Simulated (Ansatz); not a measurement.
# Calculated ¹⁷O NMR of the central transition for PH6NO2

Cell: a structure deposited in the COD whose atoms were relaxed with PBE, the cell held.

Space group Cmme (No. 67); a = 7.4818, b = 11.5363, c = 3.9416 Å.

| site | Wyckoff | site symmetry | x | y | z |
| --- | --- | --- | --- | --- | --- |
| H1 | 8n | .m. | 0.6487 | 0.7500 | 0.2693 |
| H5 | 16o | 1 | 0.3319 | 0.9476 | 0.6510 |
| P | 4g | mm2 | 0.5000 | 0.7500 | 0.0450 |
| N | 4b | 222 | 0.2500 | 0.0000 | 0.5000 |
| O | 8m | m.. | 0.5000 | 0.8641 | 0.8504 |

One atom of each set is listed; the run and its k-mesh use a cell of 20 atoms with edges of 6.88, 6.88, 3.94 Å.

Computed with Ansatz: DFT, PBE, plane waves and PAW, scalar-relativistic, 420 eV cutoff, Γ-centred 6×6×8 k-points, Fermi–Dirac smearing 0.05 eV.

¹⁷O has I = 5/2 and Q = -25.58 mb (Pyykkö 2018); at 28.2 T its Larmor frequency is ν₀ = 162.8 MHz. Only the quadrupole interaction is simulated: positions count from each site's isotropic chemical shift, and J coupling is left out, as are shift anisotropy and dipolar coupling, which fast spinning averages.

(1) What does the ¹⁷O spectrum (fast magic-angle spinning) show for each site?

Results:

(1) 

```csv
site,first shell,C_Q (MHz),η,P_Q (MHz),δ_QIS (ppm),breadth (kHz)
O,1 P at 1.52 Å; also 2 H at 1.77 Å,-4.93,0.02,4.93,-5.50,1.93
```

δ_QIS = −(ν_Q²/30ν₀²)[I(I+1) − 3/4](1 + η²/3) × 10⁶ ppm with ν_Q = 3|C_Q|/[2I(2I−1)]; it falls as 1/B₀² in ppm, and the breadth as 1/B₀ in kHz.

At O V_zz points along its bond to P (within 1°).

The entry's hydrogen positions were far off; the other atoms hardly move on relaxation.
